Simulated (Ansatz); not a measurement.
**Sn4Pd: computed property card**

Sn4Pd:
```
CELL_PARAMETERS angstrom
      3.21506    -5.71588     0.00000
      3.21506     5.71588     0.00000
      0.00000     0.00000     6.40329
ATOMIC_POSITIONS crystal
  Sn 0.20614 0.45801 0.33049
  Sn 0.79386 0.54199 0.33049
  Sn 0.45801 0.20614 0.66951
  Sn 0.54199 0.79386 0.66951
  Sn 0.29386 0.04199 0.16951
  Sn 0.70614 0.95801 0.16951
  Sn 0.04199 0.29386 0.83049
  Sn 0.95801 0.70614 0.83049
  Pd 0.50000 0.50000 0.00000
  Pd 0.00000 0.00000 0.50000
```

Space group Ccce (No. 68); conventional cell a = 6.4301 Å, b = 11.4318 Å, c = 6.4033 Å, α = β = γ = 90.00°.

Method: PBEsol (plane waves, PAW; program Ansatz). The cell and atoms are relaxed at this level. Other levels are named where they apply.

Cell and energy:

```json
{
  "volume_per_atom": "23.53 Å³",
  "density": "8.20 g/cm³",
  "Formation energy from the elements (no fitted shifts)": "-26 kJ/mol of atoms"
}
```

Electronic structure:

```json
{
  "electronic_character": "metallic (no gap)",
  "Density of states at the Fermi level": "0.31 states/eV per atom (mean over ±0.08 eV)"
}
```

Mechanics:

```json
{
 "Bulk modulus (Birch–Murnaghan fit)": "68.0 GPa",
 "Pressure derivative B′": "5.6",
 "Elastic constants (relaxed ions, GPa)": "C11 = 119, C22 = 100, C33 = 114, C12 = 50.9, C13 = 45.3, C23 = 45.8, C44 = 13.4, C55 = 39.6, C66 = 22.3",
 "mechanical_stability": "stable (all eigenvalues of C positive)",
 "hill_bulk_and_shear_moduli": "68.5 and 25.9 GPa",
 "Young's modulus": "69.0 GPa",
 "Poisson's ratio": "0.33",
 "debye_temperature_from_the_elastic_constants": "207 K"
}
```

The workflow started from a Materials Project entry (that database holds measured and hypothetical structures alike); the Crystallography Open Database files this formula in space group No. 68, but the cells were not matched. Its standing as an ambient phase is unchecked. The PBEsol relaxation kept the symmetry of its start; whether a distortion lowers the energy is not shown. The run is not spin-polarised. As this level gives no gap, shear constants depend on the k-mesh and smearing (Fermi–Dirac, 0.1 eV here). Axis ratios of metals converge slowly with the k-mesh, so a and c are less sure than the volume. The references are the lowest solids computed at this level, not always the standard phases. Spin–orbit coupling is left out wherever it is not named.

Potentials: the later of the program's two PAW sets.
